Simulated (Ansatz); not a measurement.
Calculation for Zr2Cd: DFT, PBEsol, all-electron LAPW, scalar-relativistic (Ansatz 0.2.0). This run: volume at 0.45 of the series' base cell.

The base volume is that of a database entry, so it needn't be at zero pressure; the structure needn't be the stable phase, at rest or compressed.

Command: `ansatz run input.yaml --threads 1 --pin off --max-ram 3072MiB --backend cpu --events-out ev --progress --plain --runs-dir out` It took 5.5 min on 1 thread of Arm Neoverse V1 (shared host), peak memory 1.7 GiB.

```yaml
crystal:
  lattice:
    - [0.0, 1.6769456282, 5.3640452796]
    - [1.6723337224, 0.0, 5.3640452796]
    - [1.6723337224, 1.6769456282, 0.0]
  atoms:
    - { symbol: Zr, position: [0.16883929, 0.16883929, 0.83116071] }
    - { symbol: Zr, position: [0.83116071, 0.83116071, 0.16883929] }
    - { symbol: Cd, position: [0.5, 0.5, 0.5] }
kpoints:
  mp_grid: { grid: [12, 12, 12] }
  band_path:
    path:
      - [0.0, 0.0, 0.0]
      - [0.5, 0.0, 0.5]
      - [0.5, 0.0256729069, 0.5256729069]
      - [0.5, 0.9743270931, 0.4743270931]
      - [0.5, 0.5, 0.0]
      - [0.9769468671, 0.5, 0.4769468671]
      - [0.0230531329, 0.5, 0.5230531329]
      - [0.0, 0.5, 0.5]
      - [0.2358722558, 0.7358722558, 0.5]
    npoints: 6
scf:
  occupations: { method: fermi_dirac, width: 0.05 }
hamiltonian:
  xc: pbesol
  pseudopotentials: { kind: all_electron, lapw: { basis_error: 0.001 } }
output:
  forces: true
  stress: true
  eigenvalues: true
  populations: true
```

Output:

```
Zr: projections on atomic orbitals take those of the free atom 1s2 2s2 2p6 3s2 3p6 3d10 4s2 4p6 4d2 5s2, of charge +0.00 (hamiltonian.pseudopotentials.projection_atoms)
Cd: projections on atomic orbitals take those of the free atom 1s2 2s2 2p6 3s2 3p6 3d10 4s2 4p6 4d10 5s2, of charge +0.00 (hamiltonian.pseudopotentials.projection_atoms)
LAPW: plane waves up to 9.972 Å⁻¹, error target 1.0e-3 eV per atom; small_component_spin mean_spin; Zr in spheres of 1.184 Å, 30 of its electrons in bands, Dirac shells []; Cd in spheres of 1.184 Å, 30 of its electrons in bands, Dirac shells [] (how accurate: hamiltonian.pseudopotentials.lapw.basis_error, Limitations)
Engine: ansatz 0.2.0
Pseudopotentials: kind: all_electron
Pseudopotential: Zr, LAPW, valence charge 30, lapw/all_electron/scalar/gaussian/Zr, Koelling and Harmon's equation, gaussian nucleus
Pseudopotential: Cd, LAPW, valence charge 30, lapw/all_electron/scalar/gaussian/Cd, Koelling and Harmon's equation, gaussian nucleus
Functional definition: PBEsol
  exchange = pbesol_x
  correlation = pbesol_c
Crystal: 3 atoms, lattice volume = 30.086 Å³
Basis set: ecut = 378.89286846908 eV, 501 PW (Γ), FFT grids on a1−a2, a2, a3, exchange–correlation at level 2
Bands: 54, of which v1, the nominal top of the filled ones, is band 45 counted from 1 (44 counted from 0)
Symmetry: 8 space group operations
Space group: Fmmm (ITA 69), of the structure as read, at distance tolerance 3.1e-5 Å
k-points: 280 of 1728
Non-local potential: Zr, projectors of the file, none
Non-local potential: Cd, projectors of the file, none
Initial density: superposition of atomic densities (chi_scale 0.1, normalization cell, long waves kept (reshape's long-wave potential 0.02 eV rms))
Initial wavefunctions: plane waves of lowest kinetic energy (no species holds an atomic orbital)
Functional: x = pbesol(κ = 0.804, μ = 0.12345679012345678), c = pbesol(β = 0.046)
iter 1 solved again at ethr=4.28e-2 eV; its pass at ethr=1.00e-1 eV (dr2=3.86e1 eV) is discarded
SCF iter   1: F=—  HF=-347899.294476 eV  |F-HF|=—  |Δ(HF+E_count)|=         —  Δρ=1.49e-1  dr2=3.86e1  ethr=4.28e-2  ⟨swp⟩=2.0  Hψ=92068  notcnv=0
preconditioner: auto → Kerker (q_TF=auto, 3.275 Å⁻¹)  [metal: Δε(μ)=0.008 eV  Ē_g=20.767 eV  σ=0.050 eV  W_gap=0.04  n_scr=20 (ndim 8)  ℏωp=38.3 eV  f_vac=0.000  D(μ)=1.30/eV (n_scr^D=12)]
SCF iter   2: F=—  HF=-347893.702994 eV  |F-HF|=—  |Δ(HF+E_count)|=    5.59e0  Δρ=6.83e-2  dr2=8.95e0  ethr=4.28e-2  ⟨swp⟩=2.0  Hψ=40891  notcnv=0
SCF iter   3: F=—  HF=-347892.828418 eV  |F-HF|=—  |Δ(HF+E_count)|=   8.75e-1  Δρ=6.21e-2  dr2=7.22e0  ethr=9.95e-3  ⟨swp⟩=2.0  Hψ=43845  notcnv=0
iter 4 solved again at ethr=4.02e-4 eV; its pass at ethr=8.02e-3 eV (dr2=3.62e-1 eV) is discarded
SCF iter   4: F=—  HF=-347891.477012 eV  |F-HF|=—  |Δ(HF+E_count)|=    1.35e0  Δρ=1.52e-2  dr2=3.62e-1  ethr=4.02e-4  ⟨swp⟩=2.1  Hψ=74626  notcnv=0
SCF iter   5: F=—  HF=-347891.421613 eV  |F-HF|=—  |Δ(HF+E_count)|=         —  Δρ=7.60e-3  dr2=7.75e-2  ethr=4.02e-4  ⟨swp⟩=3.0  Hψ=49209  notcnv=0
the basis was enlarged: its passes take 205.4 KiB over the memory plan, 1 of 1 planned eigensolver slots
SCF iter   6: F=—  HF=-347891.398466 eV  |F-HF|=—  |Δ(HF+E_count)|=   2.31e-2  Δρ=1.68e-3  dr2=1.10e-3  ethr=8.61e-5  ⟨swp⟩=2.0  Hψ=47299  notcnv=0
SCF iter   7: F=—  HF=-347891.398568 eV  |F-HF|=—  |Δ(HF+E_count)|=   1.03e-4  Δρ=1.02e-3  dr2=1.14e-3  ethr=1.22e-6  ⟨swp⟩=3.0  Hψ=45596  notcnv=0
SCF iter   8: F=—  HF=-347891.398225 eV  |F-HF|=—  |Δ(HF+E_count)|=   3.43e-4  Δρ=3.44e-4  dr2=1.06e-4  ethr=1.22e-6  ⟨swp⟩=2.0  Hψ=44882  notcnv=0
SCF iter   9: F=—  HF=-347891.398190 eV  |F-HF|=—  |Δ(HF+E_count)|=   3.57e-5  Δρ=1.97e-4  dr2=3.77e-5  ethr=1.18e-7  ⟨swp⟩=2.0  Hψ=44882  notcnv=0
SCF iter  10: F=—  HF=-347891.398176 eV  |F-HF|=—  |Δ(HF+E_count)|=   1.41e-5  Δρ=3.03e-5  dr2=5.03e-7  ethr=4.19e-8  ⟨swp⟩=2.0  Hψ=44882  notcnv=0
SCF iter  11: F=-347891.398175 eV  HF=-347891.398175 eV  |F-HF|=1.30e-7  |Δ(HF+E_count)|=   1.23e-7  Δρ=1.27e-5  dr2=9.11e-8  ethr=5.59e-10  ⟨swp⟩=2.7  Hψ=45149  notcnv=0
SCF 1 converged in 11 iterations: F = -347891.398175 eV  dr2 = 9.11e-8
NSCF: frozen V_eff on 49 k-points
SCF converged after 11 iterations
Free energy (F): -347891.398175 eV
Harris-Foulkes:  -347891.398175 eV  (|F-HF|=1.30e-7)
Internal energy: -347891.389300 eV  (E = F + TS)
E sigma→0 (E₀):  -347891.393737 eV
Entropy (-TS):   -0.008876 eV (-2.959 meV/atom)
Fermi energy:    38.368796 eV
--- Per-component energies (eV) ---
  E_band       = -10406.228502
  E_kinetic    = 361721.894651
  E_xc         = -10289.485696
  E_electrostatic = -699323.798255  (all electrons and nuclei)
  E_smearing   = -0.008876  (= −TS)
  E_closure    = 0.000000  (closes the sum)
  E_atoms      = -347892.038799  (free atoms, spherical and without spin; not in F)
  Σ components = -347891.398175   (vs F -347891.398175, Δ=0.00e0)
  Basis errors (estimates in eV, not in F): energy 1.5e-4 per atom: plane waves 9.3e-5 (4.8e-5 summed), levels above the bands 9.0e-111, relativity 2.1e-8, radial functions 5.8e-5, core shells 8.0e-7; eigenvalues (radial functions only) 4.2e-6; not estimated: angular momenta, meshes, grids; target (lapw.basis_error) 1.0e-3; muffin-tin radii Zr 1.184 Å, Cd 1.184 Å
--- Forces (eV/Å), atoms counted from 1 ---
  atom   1  Zr     0.00000000     0.00000000    -1.40809317
  atom   2  Zr     0.00000000     0.00000000     1.40809317
  atom   3  Cd     0.00000000     0.00000000     0.00000000
  max |Σ_I F_I| component: 2.22e-16 eV/Å
--- Stress (GPa, compression-positive) ---
      309.136362       0.000000       0.000000
        0.000000     309.914608       0.000000
        0.000000       0.000000     359.998482
  P = ⅓ Tr σ = 326.3498 GPa (3263.498 kbar)
--- Band table (eV; the first three rows and the last of 280) ---
  k-point 0: bands = ["-357.8540", "-357.8540", "-354.6650", "-354.6647", "-354.6639", "-354.6586", "-354.6546", "-270.9976", "-270.9976", "-270.9972", "-270.9972", "-270.9650", "-270.9650", "-128.4063", "-128.4061", "-128.3928", "-128.3926", "-128.3779", "-128.3775", "-128.3773", "-128.3768", "-128.3695", "-128.3694", "-67.5528", "-28.7249", "-28.4354", "-28.4331", "-11.9801", "-10.0998", "8.3818", "12.7487", "13.0803", "13.1038", "14.6696", "14.6765", "23.0151", "23.5208", "26.8906", "26.9009", "28.0388", "28.4601", "31.9458", "32.0344", "35.8059", "37.9768", "38.5479", "41.4059", "41.4276", "44.5903", "45.0814", "45.1032", "46.9909", "49.3828", "49.7347"]
  k-point 1: bands = ["-357.8540", "-357.8540", "-354.6650", "-354.6647", "-354.6639", "-354.6586", "-354.6546", "-270.9976", "-270.9976", "-270.9972", "-270.9972", "-270.9650", "-270.9650", "-128.4063", "-128.4061", "-128.3927", "-128.3925", "-128.3779", "-128.3775", "-128.3773", "-128.3769", "-128.3695", "-128.3694", "-67.5489", "-28.7206", "-28.4713", "-28.4312", "-11.8891", "-10.0561", "8.4714", "12.1400", "13.1578", "13.2052", "14.1834", "14.6913", "23.1445", "23.7095", "26.7669", "26.9134", "27.9081", "28.6871", "32.1315", "32.7843", "36.1254", "37.6055", "38.4292", "41.3868", "41.9438", "42.6843", "44.6129", "46.5891", "47.0614", "48.7174", "50.5703"]
  k-point 2: bands = ["-357.8540", "-357.8540", "-354.6650", "-354.6647", "-354.6639", "-354.6586", "-354.6546", "-270.9976", "-270.9976", "-270.9972", "-270.9972", "-270.9650", "-270.9650", "-128.4063", "-128.4061", "-128.3925", "-128.3924", "-128.3779", "-128.3775", "-128.3774", "-128.3769", "-128.3694", "-128.3694", "-67.5382", "-28.7088", "-28.5718", "-28.4228", "-11.6274", "-9.9399", "8.7002", "10.9117", "12.9976", "13.2006", "13.3484", "14.7367", "23.3591", "24.3696", "26.4230", "26.9573", "27.5639", "29.2138", "32.5262", "34.7653", "36.2350", "36.6275", "39.4946", "40.8178", "41.3022", "42.9154", "43.3500", "47.1441", "47.5983", "47.6126", "52.3055"]
  k-point 279: bands = ["-357.8540", "-357.8540", "-354.6650", "-354.6647", "-354.6639", "-354.6586", "-354.6546", "-270.9976", "-270.9976", "-270.9972", "-270.9972", "-270.9650", "-270.9650", "-128.4063", "-128.4061", "-128.3928", "-128.3926", "-128.3779", "-128.3775", "-128.3773", "-128.3768", "-128.3695", "-128.3694", "-67.5528", "-28.7251", "-28.4354", "-28.4331", "-11.9445", "-10.1480", "8.6868", "12.2685", "13.1171", "13.1397", "14.6153", "14.6238", "23.0055", "23.4755", "26.9814", "26.9883", "28.0390", "29.7651", "32.2117", "32.7178", "34.3604", "35.3303", "39.2434", "40.2822", "40.3154", "46.6830", "46.8996", "47.6703", "47.7117", "49.5337", "51.9782"]
--- Löwdin populations: 3 sites ---
  site symbol       q [e]
     0     Zr     40.6015
     1     Zr     40.6015
     2     Cd     46.5048
  spilling = 0.002283 (of n_electrons = 128.000000)
```

populations.tsv:

```
# site	symbol	l	j	q
# orbitals = lowdin
# n_electrons = 128.000000
# spilling = 0.002283
# projection_atom_Zr: 1s2 2s2 2p6 3s2 3p6 3d10 4s2 4p6 4d2 5s2
# projection_atom_Cd: 1s2 2s2 2p6 3s2 3p6 3d10 4s2 4p6 4d10 5s2
0	Zr	0_1S	-	1.999986
0	Zr	0_2S	-	1.999372
0	Zr	0_3S	-	1.988828
0	Zr	0_4S	-	1.828771
0	Zr	0_5S	-	0.586225
0	Zr	1_2P	-	5.999994
0	Zr	1_3P	-	5.999004
0	Zr	1_4P	-	5.799651
0	Zr	2_3D	-	9.999830
0	Zr	2_4D	-	4.399819
1	Zr	0_1S	-	1.999986
1	Zr	0_2S	-	1.999372
1	Zr	0_3S	-	1.988828
1	Zr	0_4S	-	1.828771
1	Zr	0_5S	-	0.586225
1	Zr	1_2P	-	5.999994
1	Zr	1_3P	-	5.999004
1	Zr	1_4P	-	5.799651
1	Zr	2_3D	-	9.999830
1	Zr	2_4D	-	4.399819
2	Cd	0_1S	-	1.999992
2	Cd	0_2S	-	1.999662
2	Cd	0_3S	-	1.994741
2	Cd	0_4S	-	1.929288
2	Cd	0_5S	-	0.814395
2	Cd	1_2P	-	5.999999
2	Cd	1_3P	-	5.999912
2	Cd	1_4P	-	5.991368
2	Cd	2_3D	-	9.999984
2	Cd	2_4D	-	9.775418
```

The structure type is held throughout; the real material can change phase at far lower pressure.
